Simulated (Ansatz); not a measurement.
The elements of this relaxed trial crystal are hidden behind letters.

```
lattice vectors (Å)
   3.1102    0.0000    0.0000
   0.0000    3.1102    0.0000
   0.0000    0.0000    9.6717
fractional positions
X 0.5000 0.5000 0.3314
X 0.5000 0.5000 0.6686
Z 0.5000 0.5000 0.0000
Q 0.0000 0.0000 0.8672
Q 0.0000 0.0000 0.1328
Q 0.0000 0.0000 0.5000
```

Computed with DFT PBE, scalar-relativistic, plane waves, PAW (Ansatz 0.2.0). The final run on the 6-atom cell used 420 eV, a Γ-centred 12×12×4 mesh, 0.10 eV smearing and no spin polarisation.

| Item | Value |
| --- | --- |
| Space group | P4/mmm (No. 123) |
| Conventional cell | a = 3.110 Å, c = 9.672 Å |
| Volume per atom | 15.59 Å³ |
| Density | 7.35 g/cm³ |
| Energy over the elements | −1.92 eV/atom |
| Gap on the 12×12×4 mesh of the 6-atom cell | 0 eV (a metal) |

Energies are uncorrected and count from the elements' standard states at the same level.

Question: X is an s-block element of period 6, Z is a d-block element of period 5 and Q is a p-block element of period 2. Which elements are they?

Answer: X = Ba, Z = Zr, Q = O, so the formula is Ba2ZrO3. Density times volume gives a mean mass of 7.35 × 15.59/1.6605 = 69.0 u per atom, and this set has 69.0 u. Ba is surrounded by 4 O at 2.74 Å, 4 O at 2.92 Å, 5 Ba at 3.11–3.26 Å and 1 Zr at 3.21 Å; Zr is surrounded by 8 O at 2.55 Å, 4 Zr at 3.11 Å and 2 Ba at 3.21 Å; O on a site of symmetry 4mm is surrounded by 4 Zr at 2.55 Å, 1 O at 2.57 Å, 4 Ba at 2.92 Å, 4 O at 3.11 Å and 1 O at 3.55 Å; 1 more site not described. Other sets within the hints have nearly the same mass, so mass alone doesn't settle it; this one was computed.

The cell is a metal run without spin; a magnetic state may lie lower. A structure relaxed within its symmetry needn't be a true minimum.
